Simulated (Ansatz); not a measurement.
Given:

TaSi$_{2}$ (CrSi2 type, space group P6_222)

```yaml
crystal:
  lattice:
    - [4.77602, 0.00000, 0.00000]
    - [-2.38801, 4.13616, 0.00000]
    - [0.00000, 0.00000, 6.56279]
  atoms:
    - { symbol: Ta, position: [0.50000, 0.00000, 0.00000] }
    - { symbol: Ta, position: [0.50000, 0.50000, 0.33333] }
    - { symbol: Ta, position: [0.00000, 0.50000, 0.66667] }
    - { symbol: Si, position: [0.15841, 0.31683, 0.00000] }
    - { symbol: Si, position: [0.84159, 0.15841, 0.33333] }
    - { symbol: Si, position: [0.68317, 0.84159, 0.66667] }
    - { symbol: Si, position: [0.84159, 0.68317, 0.00000] }
    - { symbol: Si, position: [0.15841, 0.84159, 0.33333] }
    - { symbol: Si, position: [0.31683, 0.15841, 0.66667] }
```

Equation-of-state scan: isotropic scaling of the cell above, V₀ being its volume. The atoms relax within the cell's symmetry.

Method: r2SCAN (plane waves to 500 eV, PAW, scalar-relativistic; Ansatz, a program for electronic structure). k mesh 12×12×8 (Γ-centred), Fermi-Dirac smearing 0.05 eV. The energy includes the smearing's −TS. Compression counts positive. With the shape held, the modulus is that of even scaling; a crystal free to change shape is softer. Spin-orbit coupling is left out, though Ta is heavy. TaSi2 is run without spin polarisation. TaSi2 was relaxed with its symmetry unable to fall. ΔE is measured from the relaxed starting cell.

The scan covers V/V₀ from 0.940 to 1.060 in 9 points.

What is the fitted pressure derivative B₀′?

4.3.

What bulk modulus at fixed cell shape B₀ follows from a third-order Birch-Murnaghan fit?

197 GPa.

(Under strain, the slope of the energy per volume gives the stress and its curvature an elastic modulus.)
